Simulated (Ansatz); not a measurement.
The guess for CdSb₃O was made by a generator: random cell by space group and Wyckoff sites (P4/mmm, No. 123). The dimensions are guesses.

```cif
data_structure
_symmetry_space_group_name_H-M 'P4/mmm'
_symmetry_Int_Tables_number 123
_cell_length_a 4.2956
_cell_length_b 4.2956
_cell_length_c 6.9507
_cell_angle_alpha 90.000
_cell_angle_beta 90.000
_cell_angle_gamma 90.000
_cell_volume 128.25
loop_
_atom_site_label
_atom_site_type_symbol
_atom_site_symmetry_multiplicity
_atom_site_Wyckoff_symbol
_atom_site_fract_x
_atom_site_fract_y
_atom_site_fract_z
_atom_site_occupancy
Cd1 Cd 1 c 0.50000 0.50000 0.00000 1
Sb1 Sb 1 b 0.00000 0.00000 0.50000 1
Sb2 Sb 2 h 0.50000 0.50000 0.27045 1
O1 O 1 d 0.50000 0.50000 0.50000 1
```

Theory: DFT PBE, scalar-relativistic, plane waves, PAW in Ansatz 0.2.0. Cutoff 420 eV, Gaussian smearing, Γ-centred meshes. Cell and atoms relax first on a coarse mesh and then on a finer one. In between, the cell is made exact in the group found at 0.06 Å. In metals the finer mesh still leaves noise of several meV/atom or more. The steps can't lower the symmetry of their start. No spin polarisation.

A guess keeps its type if space group and coordination stay and the shape of the cell changes little (axis ratios within about 15 %, angles within 6°); the volume may change.

Problem. Does it keep its structure type, or change into something else?

Solution. It doesn't keep its type. The symmetry stays P4/mmm (No. 123). The volume per atom grows by 1.2 %, from 25.7 to 26.0 Å³. The shortest distance goes from 1.60 Å (Sb–O) to 2.31 Å (Sb–O). The ratio c/a of the conventional cell changes by a factor of 2.31. Counting neighbours within 15 % of an atom's shortest distance, the start has Cd 2, O 2, Sb 1/12 and the end Cd 2, O 4, Sb 1/4. In detail, at the end Cd has 2 Sb at 2.81 Å and 4 Cd at 3.26 Å; around Sb on a site of symmetry 4/mmm lie 4 O at 2.31 Å; around O lie 4 Sb at 2.31 Å, 4 O at 3.26 Å and 2 Sb at 3.28 Å; 1 more site not described.

```
Cd Sb O
1.0
     3.26447    0.00000    0.00000
     0.00000    3.26447    0.00000
     0.00000    0.00000   12.18348
Cd Sb O
1 3 1
Direct
  0.50000 0.50000 0.00000
  0.00000 0.00000 0.50000
  0.50000 0.50000 0.23096
  0.50000 0.50000 0.76904
  0.50000 0.50000 0.50000
```

Formation energies are uncorrected and refer to the elements' standard structures at the same level (O₂ as a molecule).

Problem. At what energy does it end?

Solution. −0.01 eV/atom. The formation energy is too near zero to say whether this cell lies below the elements.

The last run used a 12×12×4 mesh (in the run's order of axes) for its 5-atom cell and Gaussian smearing of 0.10 eV. For metals, differences of a few meV/atom aren't resolved. No dispersion correction is applied, so the spacing and binding between layers, chains or molecules are poorly described. These runs have no spin–orbit coupling, which can matter for Sb. Symmetry constrained the relaxation, so the result can be a saddle point.

In counts of neighbours, a slash parts the counts of unlike sites.
